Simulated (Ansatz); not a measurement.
# Mg2ScMn3S8 — coordination and ³³S quadrupole coupling

Cell: a Materials Project structure (computed, not necessarily an observed phase).

Space group R-3m:H (No. 166); a = 7.3689, c = 18.0347 Å, γ = 120.00°.

| site | Wyckoff | site symmetry | x | y | z |
| --- | --- | --- | --- | --- | --- |
| Mg | 6c | 3m | 0.0000 | 0.0000 | 0.8748 |
| Sc | 3b | -3m | 0.0000 | 0.0000 | 0.5000 |
| Mn | 9e | .2/m | 0.1667 | 0.3333 | 0.3333 |
| S7 | 6c | 3m | 0.0000 | 0.0000 | 0.7385 |
| S8 | 18h | .m | 0.8448 | 0.6895 | 0.4083 |

One atom of each set is listed; the run and its k-mesh use a cell of 14 atoms with edges of 7.36, 7.36, 7.36 Å.

Method: Kohn–Sham DFT in Ansatz, PBE, plane waves and PAW, scalar-relativistic, collinear spin, 420 eV cutoff, Γ-centred 6×6×6 k-points, Fermi–Dirac smearing 0.05 eV. Start moments as typed (μB): 4 on each Mn, none on the rest.

Q(³³S) = -69.40 mb.

Q: Order the S environments from the weakest to the strongest quadrupole coupling.
A. S8: 1 Mg at 2.45 Å, 2 Mn at 2.46 Å, 1 Sc at 2.58 Å
B. S7: 1 Mg at 2.46 Å, 3 Mn at 2.49 Å

A: B (3.65 MHz, η = 0.00), A (10.0 MHz, η = 0.52).

An axis of threefold or higher order runs through S7, so V_zz lies along it and η is zero.

The run finds no gap above 0.1 eV (a metal, or nearly one), so the gradients can move by 10 % or more with the k-mesh. Semilocal functionals can leave a metal where correlation in the d or f shell opens a gap in the real compound, and that would change the values at and beside Mn. All moments are parallel here, as the start or the cell imposes; many such compounds order antiparallel, where fields and spin densities carried over to other atoms largely cancel. The magnetic order is the one that the run reached from its start moments, not necessarily the measured one.
